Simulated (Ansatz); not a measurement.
# Nb$_{3}$Te$_{8}$Mo (P-3m1) at 2 levels of theory

One geometry, relaxed with PBE; plane waves with PAW potentials in Ansatz, scalar-relativistic. Collinear spin in the rows r2SCAN; the others have none, so their zero moments are imposed. Gaps are the least over mesh and band path; pressure is positive in compression.

```
Nb Te Mo
1.0
     7.26580    0.00000    0.00000
    -3.63290    6.29236    0.00000
     0.00000    0.00000    7.75688
Nb Te Mo
3 8 1
Direct
  0.00000 0.50000 0.00000
  0.50000 0.50000 0.00000
  0.50000 0.00000 0.00000
  0.33333 0.66667 0.75778
  0.32928 0.16464 0.76267
  0.83536 0.67072 0.76267
  0.83536 0.16464 0.76267
  0.16464 0.83536 0.23733
  0.16464 0.32928 0.23733
  0.67072 0.83536 0.23733
  0.66667 0.33333 0.24222
  0.00000 0.00000 0.00000
```

| level | cutoff (eV) | k mesh | gap (eV) | pressure (GPa) | largest moment (μB) |
| --- | --- | --- | --- | --- | --- |
| PBE | 420 | 6×6×6 | 0 | 0.0 | 0.00 |

**Question.** What comes out on the same cell with r2SCAN?

**Answer.**
```csv
level,cutoff (eV),k mesh,gap (eV),pressure (GPa),largest moment (μB)
r2SCAN,500,6×6×6,0,0.2,1.24
```

The state reached may not be the lowest one. Spin-orbit coupling matters for the bands of heavy elements and is left out. The cell holds layers, chains or molecules and no dispersion correction was added, so their binding is poorly described.

The cell was found from a structure generator's guess, not taken from experiment.
